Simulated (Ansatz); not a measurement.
**Relaxing cobalt (dhcp)**

These are results of Ansatz, DFT, PBE, plane waves (420 eV) with PAW, scalar-relativistic, not measurements.

k-point mesh 14×14×4, Fermi-Dirac smearing 0.1 eV, no spin polarisation. Cell and atoms relax.

Starting structure:

```yaml
crystal:
  lattice:
    - [2.50188, 0.00000, 0.00000]
    - [-1.25094, 2.16670, 0.00000]
    - [0.00000, 0.00000, 8.17115]
  atoms:
    - { symbol: Co, position: [0.00000, 0.00000, 0.00000] }
    - { symbol: Co, position: [0.00000, 0.00000, 0.50000] }
    - { symbol: Co, position: [0.33333, 0.66667, 0.25000] }
    - { symbol: Co, position: [0.66667, 0.33333, 0.75000] }
```

**Question.** What cell does the relaxation end in?

**Answer.** P6_3/mmc with a = 2.449 Å, c = 7.972 Å (c/a = 3.255); 10.35 Å³ per atom against 11.07 at the start (-6.5 %).

**Question.** How much energy does the relaxation gain?

**Answer.** 35.0 meV per atom.

Path of the relaxation (the plane waves are chosen anew near the end, which can shift the energy a little):

| step | E − E(final) (meV/atom) | V (Å³/atom) | P (GPa) | max force (eV/Å) |
| --- | --- | --- | --- | --- |
| 0 | 34.97 | 11.074 | -14.44 | 0.000 |
| 1 | 5.96 | 10.645 | -6.58 | 0.000 |
| 2 | -0.50 | 10.311 | 0.97 | 0.000 |
| 3 | -0.57 | 10.353 | -0.05 | 0.000 |
| 4 | -0.57 | 10.350 | 0.00 | 0.000 |
| 5 | 0.00 | 10.350 | -0.03 | 0.000 |

Spin polarisation is off here; a magnetic state may lie lower.
